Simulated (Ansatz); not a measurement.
**CsCl-type CeC**

Computed with Ansatz (plane waves, PAW, 420 eV cutoff): PBEsol, scalar-relativistic, no spin polarisation, 10×10×10 k-mesh, Gaussian smearing of 0.05 eV. The datasets are Ansatz's generated set soft_2.

```
Ce C
1.0
     3.05525    0.00000    0.00000
     0.00000    3.05525    0.00000
     0.00000    0.00000    3.05525
Ce C
1 1
Cartesian
  0.0000 0.0000 0.0000
  1.5276 1.5276 1.5276
```

The structure was built from a prototype; whether the compound forms in it isn't claimed.

The cell has space group Pm-3m (read at 0.01 Å). In it the stress is -0.01, -0.01, -0.01, 0.00, 0.00, 0.00 GPa and the largest force component 0.000 eV/Å. Each change below starts from this cell, without further relaxation. Stress is in GPa, positive in compression, in the order xx, yy, zz, yz, xz, xy; energies are counted from the cell above and are free energies with the smearing's entropy, which match forces and stress in a metal.

Task: What happens when atom 1 (Ce) is moved by 0.05 Å along y?

Result: The energy changes by -0.9 meV per cell, and the force on it along the shift is 0.0307 eV/Å (−F/u = -0.61 eV/Å²). Stress: 0.30, -0.33, 0.30, 0.00, 0.00, 0.00.
```
atom  Fx (eV/Å)      Fy     Fz
 Ce1      0.000   0.031  0.000
  C2      0.000  -0.031  0.000
```

Task: What stress follows from an engineering strain of -1 % in yz, atoms carried along?

Result: 0.04, -0.01, -0.01, -1.21, 0.00, 0.00 GPa; the energy changes by -1.1 meV per cell.
The stress changes with the wrong sign for a stable crystal (a clamped-atom constant of about -121 GPa), so the cell is unstable against this strain on this mesh; in a metal a finer mesh can change the sign.

These numbers lack spin–orbit coupling. Spin polarisation wasn't allowed in this run, so with an open shell this may not be the ground state. A displaced or strained copy of the relaxed cell lay 0.6 meV/atom lower, so on this mesh the structure isn't a minimum; in a metal a finer mesh can change so small a difference.
